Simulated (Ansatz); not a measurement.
Ga2O3:
```
CELL_PARAMETERS angstrom
      1.38671    -4.61993     0.00000
      1.38671     4.61993     0.00000
      0.00000     0.00000     7.19586
ATOMIC_POSITIONS crystal
  Ga 0.24699 0.75301 0.25000
  Ga 0.75301 0.24699 0.75000
  Ga 0.00000 0.00000 0.50000
  Ga 0.00000 0.00000 0.00000
  O  0.36321 0.63679 0.92392
  O  0.63679 0.36321 0.07608
  O  0.63679 0.36321 0.42392
  O  0.36321 0.63679 0.57608
  O  0.10672 0.89328 0.75000
  O  0.89328 0.10672 0.25000
```

Relaxed with r²SCAN. Special points in fractions of this cell's reciprocal vectors: Γ (0.000, 0.000, 0.000); Y (-0.500, 0.500, 0.000); C0 (-0.273, 0.727, 0.000); Σ0 (0.273, 0.273, 0.000); Z (0.000, 0.000, 0.500); A0 (0.273, 0.273, 0.500); E0 (-0.273, 0.727, 0.500); T (-0.500, 0.500, 0.500); S (0.000, 0.500, 0.000); R (0.000, 0.500, 0.500).

Question: List the band energies nearest the valence-band maximum at these points for DFT-r²SCAN in the program Ansatz with PAW potentials.

Answer: In eV from the valence-band maximum; about four levels below and three above (degenerate sets whole), none deeper than 8.9 eV; points with the same levels are listed once.

```csv
k,below,above
Γ,-0.88 -0.87 -0.60 -0.03,2.32 5.16 7.10
Y,-0.82 -0.60 -0.50 -0.40,4.86 5.01 6.29
C0,-1.38 -1.14 -0.93 -0.54,4.02 5.22 7.39
Z,-0.88 -0.88 -0.83 -0.83,4.08 4.08 7.61 7.61
A0,-1.14 -1.14 -0.42 -0.42,4.99 4.99 7.57 7.57
T,-0.76 -0.76 -0.69 -0.69,5.28 5.28 6.68 6.68
S,-1.12 -0.90 -0.82 -0.70,3.88 5.26 7.45
R,-1.01 -1.01 -0.41 -0.41,4.94 4.94 7.61 7.61
```

Space group Cmcm. The first step of the workflow began from a Materials Project structure, measured or hypothetical; the Crystallography Open Database copy checked does not list it. It is not the phase usual at ambient conditions (space group No. 12, 167). The r²SCAN relaxation kept the symmetry of its start. At this level the phase is dynamically unstable (imaginary phonons). Scalar-relativistic: spin–orbit coupling is off unless named, which matters more the heavier the elements.

Potentials: the earlier of the program's two PAW sets. The files were generated under PBE; for other functionals the program regenerates the frozen cores, and for LDA and PBEsol the local potential too.
